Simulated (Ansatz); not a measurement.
Values for one crystal, relaxed and computed with PBE in the plane-wave PAW code Ansatz; other levels are named.

| Quantity | Result |
|---|---|
| Volume per atom | 21.58 Å³ |
| Electronic character | metallic (no gap) |
| Pressure derivative B′ | 5.0 |
| Density of states at the Fermi level | 1.1 states/eV per atom (mean over ±0.08 eV) |
| Bulk modulus (Birch–Murnaghan fit) | 185 GPa |
| Gap with spin–orbit coupling | none (metallic) |

Problem. Which of these materials gives this?
A. Ir, diamond
B. Yb, fcc (Cu type)
C. Tl, hcp (Mg type)
D. Ce, fcc (Cu type)

Solution. A, Ir, diamond

Space group Fd-3m (diamond). The start of the workflow was typed in or built on a structure type; neither database checked (COD, Materials Project) lists it. It is not the phase usual at ambient conditions (space group No. 225). The PBE relaxation kept the symmetry of its start; whether a distortion lowers the energy is not shown. The run is not spin-polarised. Scalar-relativistic: spin–orbit coupling is off unless named, which matters more the heavier the elements.

Potentials: the earlier of the program's two PAW sets.
